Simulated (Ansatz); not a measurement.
This ScTa3F structure is the end of a relaxation. The cell was found from a structure generator's guess, not taken from experiment.

Method: DFT PBE, scalar-relativistic, plane waves, PAW (Ansatz). Cutoff 420 eV, Γ-centred mesh, Gaussian smearing, no spin polarisation.

```
CELL_PARAMETERS angstrom
3.34571 0.00000 0.00000
0.00000 3.34571 0.00000
0.00000 0.00000 7.56377
ATOMIC_POSITIONS crystal
Sc 0.00000 0.00000 0.50000
Ta 0.50000 0.50000 0.19581
Ta 0.50000 0.50000 0.80419
Ta 0.00000 0.00000 0.00000
F 0.50000 0.50000 0.50000
```

Formation energies are uncorrected and refer to the elements' standard structures at the same level (F₂ as a molecule).

Question: What space group does it have?

Answer: P4/mmm (No. 123). Conventional cell: a = 3.346 Å, c = 7.564 Å. Sc has 4 F at 2.37 Å, 8 Ta at 3.30 Å, 4 Sc at 3.35 Å and 2 Ta at 3.78 Å; around Ta on a site of symmetry 4mm lie 1 F at 2.30 Å, 4 Ta at 2.79 Å, 1 Ta at 2.96 Å, 4 Sc at 3.30 Å and 4 Ta at 3.35 Å; Ta on a site of symmetry 4/mmm is surrounded by 8 Ta at 2.79 Å and 4 Ta at 3.35 Å; around F lie 2 Ta at 2.30 Å and 4 Sc at 2.37 Å.

Question: How far does it lie from the elements in energy?

Answer: −0.60 eV/atom. Whether it is stable depends on the other phases of the system, which aren't compared here.

Question: Is it a metal?

Answer: Yes, bands cross the Fermi level on the 12×12×6 mesh.

The last run used a 12×12×6 mesh (in the run's order of axes) for its 5-atom cell and Gaussian smearing of 0.10 eV. Spin–orbit coupling, which can matter for Ta, is left out. A structure relaxed within its symmetry needn't be a true minimum.
